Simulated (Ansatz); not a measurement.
The relaxed structure here is a generated cell of V3Si: the first start was made by a random draw of sites in a space group, and the end was not matched to a known phase here, so it may be hypothetical. Known forms of V3Si include space group No. 223.

The end point of a relaxation of V3Si. These are PBEsol (plane waves to 420 eV, PAW, scalar-relativistic; Ansatz, a first-principles code) values and carry that method's errors.

```xyz
4
Lattice="2.3662 -3.2600 0.0000 2.3662 3.2600 0.0000 0.0000 0.0000 4.6161" Properties=species:S:1:pos:R:3 pbc="T T T"
Si     0.0000     0.0000     0.0000
V      2.3662    -1.0645     2.3080
V      2.3662     1.0645     2.3080
V      0.0000     0.0000     2.3080
```

### Question
Determine the symmetry and give the standard cell with its independent sites.

### Answer
Space group Cmmm (No. 65); a = 4.7323 Å, b = 6.5200 Å, c = 4.6161 Å, α = 90.00°, β = 90.00°, γ = 90.00°

| atom | site | symmetry | x | y | z |
|---|---|---|---|---|---|
| Si | 2a | mmm | 0.0000 | 0.0000 | 0.0000 |
| V | 4j | m2m | 0.5000 | 0.1633 | 0.5000 |
| V | 2d | mmm | 0.5000 | 0.5000 | 0.5000 |

### Question
Give the shortest distances between elements (the closest pairs, up to four, under 3.6 Å).

### Answer
V–V 2.13 Å; Si–V 2.31 Å.

- Volume per atom = 17.80 Å³
- Band gap = no gap (metallic)
- Magnetic moment = zero (the starting moments vanished)

No spin polarisation in the result: the starting moments vanished. The relaxed primitive cell holds an odd number of electrons. A magnetic state may lie lower.

The run could not lower the symmetry of its start; a shaken copy of this end point relaxes with PBEsol to Imma (No. 74), 1.30 eV/atom lower.
